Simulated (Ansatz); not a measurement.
BaTiO₃:
```xyz
5
Lattice="3.9944 0.0000 0.0000 0.0000 3.9944 0.0000 0.0000 0.0000 3.9944" Properties=species:S:1:pos:R:3 pbc="T T T"
Ba     1.9972     1.9972     1.9972
Ti     0.0000     0.0000     0.0000
O      1.9972     0.0000     0.0000
O      0.0000     1.9972     0.0000
O      0.0000     0.0000     1.9972
```

Relaxed with r²SCAN.

Question: Decompose the optical modes at the zone centre into irreducible representations, and say which are infrared and Raman allowed.

Answer: Point group m-3m: Γ_opt = 3T1u + T2u. Infrared: T1u. Raman: none.

Question: Assign frequencies (DFPT, r²SCAN in the plane-wave PAW code Ansatz; without the LO–TO term).

Answer: T1u 226i, T1u 180, T2u 299, T1u 472 cm⁻¹.

Space group Pm-3m (cubic perovskite). This is a known high-temperature phase of the composition, computed here at zero pressure and temperature. The cell was relaxed with r²SCAN under the symmetry of its start. At this level the phase is dynamically unstable (imaginary phonons). No spin polarisation was allowed. Spin–orbit coupling is left out wherever it is not named.

Potentials: the earlier of the program's two PAW sets.
